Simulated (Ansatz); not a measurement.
Relaxed HfN (rock salt):

```
HfN
1.0
    0.00000     2.27401     2.27401
    2.27401     0.00000     2.27401
    2.27401     2.27401     0.00000
N Hf
1 1
Direct
  0.00000   0.00000   0.00000
  0.50000   0.50000   0.50000
```

The numbers are results of PBE (plane waves to 420 eV, PAW, scalar-relativistic; Ansatz, a first-principles code), not measurements. k mesh 14×14×14 (Γ-centred), Fermi-Dirac smearing 0.05 eV. With partly filled bands, energies and forces of such displacements shift with the k mesh and the smearing. HfN is run without spin polarisation. HfN was relaxed with its symmetry unable to fall. Spin-orbit coupling is left out, though Hf is heavy. The PAW data are Ansatz's earlier set.

One atom of the cell was then moved (with its periodic images), all else fixed, and the forces (eV/Å) came out as:

| atom | Fx | Fy | Fz |
|---|---|---|---|
| N1 | 4.904 | 0.000 | 0.000 |
| Hf2 | -4.904 | 0.000 | 0.000 |

With two atoms only their relative shift counts; take Hf2 as fixed.

Problem. Which atom was moved, and by which vector (Å)?

Solution. N1, by (-0.36, 0.00, 0.00), 0.36 Å in all.

(For displaced atoms, the force is minus the slope of the energy, and its curvature is a force constant, which sets phonon frequencies.)
